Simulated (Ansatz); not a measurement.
AlAg:
```
CELL_PARAMETERS angstrom
      0.00000     2.70365     2.70365
      2.70365     0.00000     2.70365
      2.70365     2.70365     0.00000
ATOMIC_POSITIONS crystal
  Ag 0.00000 0.00000 0.00000
  Al 0.50000 0.50000 0.50000
```

Relaxed with PBE. Special points in fractions of this cell's reciprocal vectors: Γ (0.000, 0.000, 0.000); X (0.500, 0.000, 0.500); U (0.625, 0.250, 0.625); K (0.375, 0.375, 0.750); L (0.500, 0.500, 0.500); W (0.500, 0.250, 0.750).

### Question
List the band energies nearest the Fermi level at these points for PBE with spin–orbit coupling (plane waves, PAW; program Ansatz).

### Answer
In eV from the Fermi level; about four levels below and three above (degenerate sets whole), none deeper than 8.9 eV; points with the same levels are listed once.

| k | below | above |
|---|---|---|
| Γ | -5.06 -5.06 -5.06 -5.06 -5.04 -5.04 | 4.21 4.21 4.41 4.41 4.41 4.41 |
| X | -3.02 -3.02 -1.98 -1.98 | 0.76 0.76 0.91 0.91 |
| U | -1.95 -1.95 -1.74 -1.74 | 1.86 1.86 4.56 4.56 |
| L | -4.72 -4.72 -3.05 -3.05 | 5.35 5.35 5.62 5.62 |
| W | -1.27 -1.27 -1.19 -1.19 | 8.22 8.22 8.69 8.69 |

Space group Fm-3m (rock salt). The start of the workflow was typed in or built on a structure type; neither database checked (COD, Materials Project) lists it. Whether it is the stable phase at ambient conditions was not checked. Symmetry was held in the PBE relaxation; its stability against distortions is not shown here. No spin polarisation was allowed. The volume moved by 24 % from the start of the relaxation. Its formation energy is positive at this level, so the cell may be metastable or incomplete.

Potentials: the later of the program's two PAW sets.
